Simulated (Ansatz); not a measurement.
Values for one crystal, relaxed and computed with the program Ansatz at the r²SCAN level (PAW); other levels are named.

* **Volume per atom**: 15.91 Å³
* **Electronic character**: metallic (no gap)
* **Elastic constants (relaxed ions, GPa)**: C11 = 556, C12 = 203, C44 = 151
* **Mechanical stability**: stable (all eigenvalues of C positive)
* **Pressure derivative B′**: 4.3
* **Poisson's ratio**: 0.29
* **Density of states at the Fermi level**: 0.36 states/eV per atom (mean over ±0.08 eV)

Which of these materials gives this?
(A) Cu, hcp (Mg type)
(B) W, bcc (W type)
(C) Hf, hcp (Mg type)
(D) Co, dhcp (α-La type)

B, W, bcc (W type)

Space group Im-3m (bcc (W type)). The r²SCAN relaxation kept the symmetry of its start. No spin polarisation was allowed. As this level gives no gap, shear constants depend on the k-mesh and smearing (Fermi–Dirac, 0.1 eV here). Scalar-relativistic: spin–orbit coupling is off unless named, which matters more the heavier the elements.

Potentials: the earlier of the program's two PAW sets.
